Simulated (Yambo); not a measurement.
TlAlF4 (space group P4/mmm, No. 123); a = b = 3.7011 Å, c = 6.4333 Å, α = β = γ = 90.00°. With the G0W0 scissor the direct gap on the mesh is 6.87 eV. Axes are Cartesian, with cell vectors (Å) (3.70, 0.00, 0.00), (0.00, 3.70, 0.00), (0.00, 0.00, 6.43).

Q: Can the lowest exciton of this BSE run be trusted, and with what binding energy? (Yambo, PBEsol bands; 4×4×4 mesh, 22 valence and 6 conduction bands, static screening with 104 bands and a 3 Ry block, scissor 2.76 eV, Tamm-Dancoff.)

A: The mesh holds a bound state, but the numbers are provisional. These are vertical excitations (zero momentum); the indirect quasiparticle gap, about 6.71 eV, is smaller than the direct one (6.87 eV on the GW mesh). The lowest state lies at 4.76 eV (dark for light along x), the direct quasiparticle gap on this mesh at 6.87 eV. Its binding energy, counted from that gap, is 2.11 eV; it spreads over about 40 k points of the mesh. Convergence with the mesh was not shown. The first optically allowed state is at 5.05 eV. The scissor comes from a G0W0 run whose convergence isn't established. 

The standard potential for Tl keeps a d shell in the valence without the s and p states of that shell. In tests on such compounds this moved G0W0 gaps by up to about 0.9 eV, so absolute quasiparticle energies here are unreliable; differences between settings are what counts.

Spin-orbit coupling is included.

Geometry relaxed with PBE+D3(BJ).
